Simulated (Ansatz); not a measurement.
Here is the system:

Starting cell, AuSb2 (space group Pa-3):

```
CELL_PARAMETERS angstrom
      6.62458     0.00000     0.00000
      0.00000     6.62458     0.00000
      0.00000     0.00000     6.62458
ATOMIC_POSITIONS crystal
  Sb 0.37498 0.12502 0.87498
  Sb 0.62502 0.87498 0.12502
  Sb 0.12502 0.87498 0.37498
  Sb 0.87498 0.12502 0.62502
  Sb 0.87498 0.37498 0.12502
  Sb 0.12502 0.62502 0.87498
  Sb 0.62502 0.62502 0.62502
  Sb 0.37498 0.37498 0.37498
  Au 0.00000 0.50000 0.50000
  Au 0.50000 0.50000 0.00000
  Au 0.50000 0.00000 0.50000
  Au 0.00000 0.00000 0.00000
```

The atoms are displaced by Q × the pattern below (from a DFPT mode at Γ, largest move 1; Q in Å), at fixed cell. It is one choice among 3 degenerate patterns.

```csv
atom,x,y,z
Sb1,-0.512,0.253,0.821
Sb2,-0.512,0.253,0.821
Sb3,-0.512,0.253,-0.821
Sb4,-0.512,0.253,-0.821
Sb5,-0.512,-0.253,-0.821
Sb6,-0.512,-0.253,-0.821
Sb7,-0.512,-0.253,0.821
Sb8,-0.512,-0.253,0.821
Au9,0.634,-0.040,0.680
Au10,0.634,-0.040,-0.680
Au11,0.634,0.040,-0.680
Au12,0.634,0.040,0.680
```

All values below come from LDA (plane waves to 420 eV, PAW, scalar-relativistic; Ansatz, an electronic-structure program). k mesh 6×6×6 (Γ-centred), Fermi-Dirac smearing 0.05 eV. E stands for the smeared free energy. With partly filled bands, energies and forces of such displacements shift with the k mesh and the smearing. AuSb2 was relaxed with its symmetry unable to fall. Spin-orbit coupling is left out, though Au and Sb are heavy. The zero of ΔE is the undisplaced structure.

The scan covers Q from -0.280 to 0.280 Å in 13 points.

**Question.** Is the energy the same for equal positive and negative displacements?

**Answer.** Even: the same for both signs.

**Question.** Which space group does the distorted structure have?

**Answer.** Pca2_1 (No. 29), lowered from Pa-3.

**Question.** What is the energy change at Q = 0.280 Å?

**Answer.** 6703 meV/cell.

**Question.** What harmonic wavenumber does the curvature at Q = 0 give?

**Answer.** 149 cm⁻¹.

(For displaced atoms, the force is minus the slope of the energy, and its curvature is a force constant, which sets phonon frequencies.)
